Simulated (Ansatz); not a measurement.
An Ansatz input and the part of its output that reports the observables at the nuclei.

The cell is a computed structure from the Materials Project (it need not be an observed phase).

```yaml
crystal:
  lattice:
    - [5.6482564231, 0.0, 0.0]
    - [-0.0896480632, 5.9314486881, 0.0]
    - [-0.3127796941, -0.1599119299, 8.0124711368]
  atoms:
    - { symbol: La, position: [0.491249, 0.07052, 0.265086] }
    - { symbol: La, position: [0.040018, 0.56467, 0.25778] }
    - { symbol: La, position: [0.508751, 0.92948, 0.734914] }
    - { symbol: La, position: [0.959982, 0.43533, 0.74222] }
    - { symbol: Mg, position: [0.0, 0.0, 0.0] }
    - { symbol: Mo, position: [0.5, 0.5, 0.0], spin: 1.0 }
    - { symbol: Mo, position: [0.0, 0.0, 0.5], spin: 1.0 }
    - { symbol: O, position: [0.100131, 0.037235, 0.750193] }
    - { symbol: O, position: [0.16114, 0.278384, 0.451335] }
    - { symbol: O, position: [0.215149, 0.297708, 0.061809] }
    - { symbol: O, position: [0.296947, 0.830901, 0.451192] }
    - { symbol: O, position: [0.305113, 0.783876, 0.067017] }
    - { symbol: O, position: [0.376814, 0.531892, 0.777165] }
    - { symbol: O, position: [0.899869, 0.962765, 0.249807] }
    - { symbol: O, position: [0.83886, 0.721616, 0.548665] }
    - { symbol: O, position: [0.784851, 0.702292, 0.938191] }
    - { symbol: O, position: [0.623186, 0.468108, 0.222835] }
    - { symbol: O, position: [0.694887, 0.216124, 0.932983] }
    - { symbol: O, position: [0.703053, 0.169099, 0.548808] }
magnetization:
  spin_polarized: true
kpoints:
  mp_grid: { grid: [4, 4, 3] }
scf:
  occupations: { method: fermi_dirac, width: 0.02 }
hamiltonian:
  xc: r2scan
  pseudopotentials: { kind: paw }
output:
  forces: true
  stress: true
  populations: true
  efg:
    quadrupole_moments_barn: { La: 0.206, Mg: 0.1994, Mo: -0.022, O: -0.02558 }
    contact_densities: true
  write_density: true
  write_potential: true
  elf: true
  volumetric_format: npy
```

```sh
ansatz run input.yaml --threads 2 --pin off --max-ram 5120MiB --backend cpu --events-out ev --progress --plain --runs-dir out
```

Of the output, the block on the nuclei alone is shown; the set-up, the SCF iterations, energies, forces and stress are cut. One atom of each set with nearly equal values is shown.

```
--- PAW observables at the nuclei: V_zz in 10²¹ V/m², potentials from the cell's mean, atoms counted from 1 ---
  atom   1  La V_zz =    -9.540976   η = 0.8020   by run symmetry: allowed   C_q = -47.5242 MHz
            electrostatic potential = -9875.231133 V   contact ρ = 2245799.072058 e/Å³   contact ρ_s (e/Å³): all electrons +0.148651, valence +0.194533
  atom   2  La V_zz =    -8.643241   η = 0.8781   by run symmetry: allowed   C_q = -43.0525 MHz
            electrostatic potential = -9875.153737 V   contact ρ = 2245799.622700 e/Å³   contact ρ_s (e/Å³): all electrons +0.172023, valence +0.227379
  atom   5  Mg V_zz =    -0.724237   η = 0.8270   by run symmetry: allowed   C_q = -3.4919 MHz
            electrostatic potential = -1107.919537 V   contact ρ = 7781.289252 e/Å³   contact ρ_s (e/Å³): all electrons +0.032597, valence +0.032233
  atom   6  Mo V_zz =    -4.721330   η = 0.4157   by run symmetry: allowed   C_q = +2.5115 MHz
            electrostatic potential = -6349.604027 V   contact ρ = 594851.579656 e/Å³   contact ρ_s (e/Å³): all electrons -2.502453, valence -0.915128
  atom   7  Mo V_zz =    -7.403362   η = 0.7936   by run symmetry: allowed   C_q = +3.9383 MHz
            electrostatic potential = -6349.776320 V   contact ρ = 594854.116693 e/Å³   contact ρ_s (e/Å³): all electrons -2.259970, valence -0.779870
  atom   8  O  V_zz =    +3.744068   η = 0.2813   by run symmetry: allowed   C_q = -2.3158 MHz
            electrostatic potential = -627.027107 V   contact ρ = 2152.085219 e/Å³   contact ρ_s (e/Å³): all electrons +0.064225, valence +0.135878
  atom   9  O  V_zz =    +1.808772   η = 0.7338   by run symmetry: allowed   C_q = -1.1188 MHz
            electrostatic potential = -626.803232 V   contact ρ = 2153.370727 e/Å³   contact ρ_s (e/Å³): all electrons -0.009303, valence -0.054148
  atom  10  O  V_zz =    -3.706043   η = 0.8042   by run symmetry: allowed   C_q = +2.2923 MHz
            electrostatic potential = -626.962639 V   contact ρ = 2152.156900 e/Å³   contact ρ_s (e/Å³): all electrons +0.075002, valence +0.161714
  atom  11  O  V_zz =    +1.533632   η = 0.7623   by run symmetry: allowed   C_q = -0.9486 MHz
            electrostatic potential = -627.133767 V   contact ρ = 2153.015776 e/Å³   contact ρ_s (e/Å³): all electrons +0.087955, valence +0.191851
  atom  12  O  V_zz =    +4.034253   η = 0.4252   by run symmetry: allowed   C_q = -2.4953 MHz
            electrostatic potential = -627.112998 V   contact ρ = 2152.158586 e/Å³   contact ρ_s (e/Å³): all electrons +0.116150, valence +0.203114
  atom  13  O  V_zz =    -2.304223   η = 0.2589   by run symmetry: allowed   C_q = +1.4252 MHz
            electrostatic potential = -626.772873 V   contact ρ = 2153.658032 e/Å³   contact ρ_s (e/Å³): all electrons -0.025585, valence -0.087261
```

The run took 8.4 min of wall time (16 min of CPU time) and 2.5 GiB at its peak, on 2 threads of Arm Neoverse V1 (aarch64; 28 cores open to the job, memory cap 5.0 GiB, no GPU), a shared host with a load of 0.9 a core.

At this cell the r2SCAN pressure is -5 GPa, so with r2SCAN the cell would shrink if it were relaxed. The entry's cell may itself be off. The largest force is 1.1 eV/Å, so the atoms aren't at the calculated equilibrium and relaxing them would move these values. The program didn't check the stability of this electronic state in full, so a lower one may lie near. Without spin–orbit coupling (the program notes it for La and Mo) the gradients can shift somewhat, as the gap is small. With a gap of 0.5 eV on this mesh, small gradients can still move by 0.1 × 10²¹ V/m² or more as the k-mesh gets denser. All moments are parallel here, as the start or the cell imposes; many such compounds order antiparallel, where fields and spin densities carried over to other atoms largely cancel. The magnetic order is the one that the run reached from its start moments, not necessarily the measured one.
